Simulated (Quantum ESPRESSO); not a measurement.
# Planted mistakes on one cell of Ga3SiN3C

The results below are calculated, not measured. They come from pw.x of Quantum ESPRESSO 7.5, a plane-wave density functional program, with PseudoDojo standard norm-conserving files (v0.5 for PBE, v0.4.1 for LDA and PBEsol). The cells are made up: elements, strain and atom displacements were drawn at random, and nothing was relaxed. There is no spin polarisation, spin-orbit coupling or dispersion term.

The cell has 8 sites of a wurtzite lattice (rectangular cell). Sites 1 to 4 hold Ga Ga Ga Si; sites 5 to 8 hold N C N N. Cell vectors in Å: (3.268, 0.000, 0.000); (0.000, 5.661, 0.000); (0.000, 0.000, 5.337). Settings: PBE, cutoff 1143 eV, 5 x 4 x 4 k mesh shifted by half a step, Fermi-Dirac smearing of 0.025 eV.

The intended run has a self-consistency threshold of 1e-07 eV, a smearing term of 0.000 eV, a pressure of -11.02 GPa and 13 iterations. Each further run changes one thing: all lengths scaled by 0.9843; atoms of sites 6 and 8 exchanged; cutoff 825 eV; files of PBEsol; k mesh 1 x 1 x 1; one electron removed; smearing 0.5 eV; threshold 0.5 eV. A coarse mesh keeps the shift, and a charged cell sits in a uniform background.

```
run,change of free energy (eV),smearing term -TS (eV),change of P (GPa),largest change of a force component (eV/Å),iterations
A,-0.056,-0.293,0.49,0.051,12
B,0.832,0.000,0.62,1.795,13
C,0.028,0.000,2.26,0.538,4
D,-0.221,0.000,6.85,0.251,13
E,-8.569,-0.005,-22.06,0.643,13
F,12.817,0.000,-4.76,0.115,13
G,1.754,0.000,-29.73,0.015,13
H,-2.227,0.000,-3.51,1.416,13
```

A rerun of the intended cell at 1437 eV and k mesh 7 x 6 x 6 moved values by no more than 0.010 eV in the cell's energy, 0.08 GPa in stress and 0.009 eV/Å in force.

Question: which change belongs to which run?

## Worked reading

Run C has the fewest iterations, as a run stopped early does. Run A has the largest smearing term, as wide smearing gives. Run G has a higher energy and the largest fall in pressure, as too small a basis gives. Run D changes the volume by a factor of 0.9536; minus its pressure change over the logarithm of that factor, 144 GPa, is a rough bulk modulus with clamped atoms. Energies from files of another functional, or of a charged cell, have another zero and say nothing on stability; the pressure of a charged cell rests on the program's zero of potential too.

## Key

| run | change |
| --- | --- |
| A | smearing 0.5 eV |
| B | atoms of sites 6 and 8 exchanged |
| C | threshold 0.5 eV |
| D | all lengths scaled by 0.9843 |
| E | one electron removed |
| F | files of PBEsol |
| G | cutoff 825 eV |
| H | k mesh 1 x 1 x 1 |